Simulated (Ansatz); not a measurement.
Sb (A7 type, space group R-3m): energy against volume

Sb (A7 type, space group R-3m)

```yaml
crystal:
  lattice:
    - [2.16397, 1.24937, 3.78144]
    - [-2.16397, 1.24937, 3.78144]
    - [0.00000, -2.49874, 3.78144]
  atoms:
    - { symbol: Sb, position: [0.23324, 0.23324, 0.23324] }
    - { symbol: Sb, position: [0.76676, 0.76676, 0.76676] }
```

This relaxed cell (volume V₀) is scaled evenly in all directions, its shape held. The atoms relax within the cell's symmetry.

All values below come from r2SCAN+rVV10 (plane waves to 500 eV, PAW, scalar-relativistic; Ansatz, a program for electronic structure). k mesh 13×13×13 (Γ-centred), Fermi-Dirac smearing 0.05 eV. The energy includes the smearing's −TS. Stress and pressure are positive under compression. With the shape held, the modulus is that of even scaling; a crystal free to change shape is softer. Sb was relaxed with its symmetry unable to fall. Spin-orbit coupling is left out, though Sb is heavy. ΔE is measured from the relaxed starting cell.

```tsv
V (Å³/atom)	ΔE (kJ/mol of atoms)	P (GPa)
28.830	1.6	3.0
29.290	0.9	2.2
29.750	0.4	1.4
30.211	0.1	0.7
30.671	0.0	0.0
31.131	0.1	-0.6
31.591	0.3	-1.2
32.051	0.8	-1.7
32.511	1.3	-2.2
```

Key numbers:

Pressure at the smallest volume: 3.0 GPa
Energy cost of the largest compression: 17 meV/atom
Energy cost of the largest expansion: 14 meV/atom
Bulk modulus at fixed cell shape B₀ (third-order Birch-Murnaghan fit): 43.3 GPa
Pressure derivative B₀′ (fit): 3.9
Equilibrium volume of the fit: 30.67 Å³/atom
Pressure for 5 % compression (fit): 2.5 GPa

(A scan under strain: stresses follow from slopes of the energy per volume, elastic moduli from its curvatures.)
